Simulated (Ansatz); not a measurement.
NbInO$_{4}$:
```cif
data_In2Nb2O8
_chemical_formula_sum 'Nb2 In2 O8'
_space_group_name_H-M_alt 'P2/c'
_space_group_IT_number 13
_space_group_name_Hall '-P 2yc'
_cell_length_a 4.84460
_cell_length_b 5.79121
_cell_length_c 5.14026
_cell_angle_alpha 90.000
_cell_angle_beta 91.110
_cell_angle_gamma 90.000
loop_
_atom_site_label
_atom_site_type_symbol
_atom_site_symmetry_multiplicity
_atom_site_Wyckoff_symbol
_atom_site_fract_x
_atom_site_fract_y
_atom_site_fract_z
_atom_site_occupancy
Nb1 Nb 2 e 0.00000 0.17685 0.25000 1
In1 In 2 f 0.50000 0.68086 0.25000 1
O1 O 4 g 0.25960 0.37875 0.40041 1
O2 O 4 g 0.21341 0.10357 0.93817 1
```

Relaxed at zero pressure with HSE06 (plane waves, PAW; program Ansatz).

Problem. The volume is lowered by 6 % and shape and atoms relax at that volume. What pressure results, and how do the axes share the change?

Solution. 12.6 GPa; a -1.3 %, b -2.8 %, c -2.1 %; the energy rises by 27 meV/atom.

Problem. Give the new structure.

Solution. 
Space group P2/c (No. 13); a = 4.7831 Å, b = 5.6293 Å, c = 5.0347 Å, α = 90.00°, β = 91.08°, γ = 90.00°

```csv
atom,site,symmetry,x,y,z
Nb,2e,2,0.0000,0.1837,0.2500
In,2f,2,0.5000,0.6878,0.2500
O,4g,1,0.2577,0.3894,0.4049
O,4g,1,0.2193,0.0963,0.9429
```

The phase is kept; no other phase was compared at this pressure.

The first step of the workflow began from a Materials Project structure, measured or hypothetical; the Crystallography Open Database files this formula in space group No. 13, but the cells were not matched. Its standing as an ambient phase is unchecked. Symmetry was held in the HSE06 relaxation; its stability against distortions is not shown here. The run is not spin-polarised.

Potentials: the later of the program's two PAW sets.
